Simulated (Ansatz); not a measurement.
HfB₂ in space group P6/mmm (No. 191; Hf on 1a, B on 2d) under volume change, plane-wave PAW LDA (Ansatz code), shape and atoms relaxed at each volume.

| V (Å³/atom) | E − E(relaxed) (meV/atom) | P (GPa) |
|---|---|---|
| 8.656 | 76.7 | 31.00 |
| 8.942 | 32.3 | 19.10 |
| 9.227 | 7.7 | 8.85 |
| 9.512 | 0.0 | 0.00 |
| 9.798 | 6.9 | -7.63 |
| 10.083 | 26.6 | -14.22 |
| 10.368 | 57.1 | -19.91 |

### Question
What does a third-order Birch–Murnaghan fit give for V₀, B₀ and B′?

### Answer
V₀ = 9.51 Å³/atom, B₀ = 273 GPa, B′ = 3.9.

The LDA relaxation kept the symmetry of its start; of distortions, only those at the zone centre were tested. No spin polarisation was allowed. Spin–orbit coupling is left out wherever it is not named.

Potentials: the later of the program's two PAW sets.
